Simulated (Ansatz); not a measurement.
C (graphite type, space group P6_3/mmc)

```
CELL_PARAMETERS angstrom
      2.45522     0.00000     0.00000
     -1.22761     2.12628     0.00000
      0.00000     0.00000     6.67049
ATOMIC_POSITIONS crystal
  C  0.00000 0.00000 0.25000
  C  0.00000 0.00000 0.75000
  C  0.33333 0.66667 0.25000
  C  0.66667 0.33333 0.75000
```

E(V) scan at fixed shape, V₀ the volume above. Symmetry pins the atoms to their sites.

The numbers are results of r2SCAN+rVV10 (plane waves to 500 eV, PAW, scalar-relativistic; Ansatz, a program for electronic structure), not measurements. k mesh 15×15×5 (Γ-centred), Fermi-Dirac smearing 0.05 eV. Energies are smeared free energies. Compression counts positive. With the shape held, the modulus is that of even scaling; a crystal free to change shape is softer. C was relaxed with its symmetry unable to fall. The PAW data are Ansatz's earlier set. The zero of ΔE is the relaxed starting cell. The last digit holds for this mesh only.

| V (Å³/atom) | ΔE (meV/atom) |
|---|---|
| 7.313 | 262.5 |
| 7.591 | 159.0 |
| 7.870 | 84.8 |
| 8.149 | 35.8 |
| 8.427 | 8.5 |
| 8.706 | 0.0 |
| 8.984 | 7.7 |
| 9.263 | 29.5 |
| 9.542 | withheld |
| 9.820 | 107.7 |
| 10.099 | 161.0 |

### Question
Fit a third-order Birch-Murnaghan form (E₀, V₀, B₀, B₀′ free) to the given rows and predict ΔE at V = 9.542.

### Answer
Least squares on the 10 given rows: ΔE = E₀ + (9V₀B₀/16)·y²·[2 + (B₀′ − 4)y], y = (V₀/V)^(2/3) − 1, with V₀ = 8.706 Å³/atom, B₀ = 290.6 GPa (160.2 GPa = 1 eV/Å³; the term in eV is multiplied by 1000), B₀′ = 3.56, E₀ = 0.05 meV/atom; root-mean-square residual 0.10 meV/atom. At 9.542 the fit gives 63.3 meV/atom; the calculation gives 63.3 meV/atom, the same to the digits shown. For the pressure the fit gives -22.6 GPa against the computed -22.6 GPa.

(A scan under strain: stresses follow from slopes of the energy per volume, elastic moduli from its curvatures.)
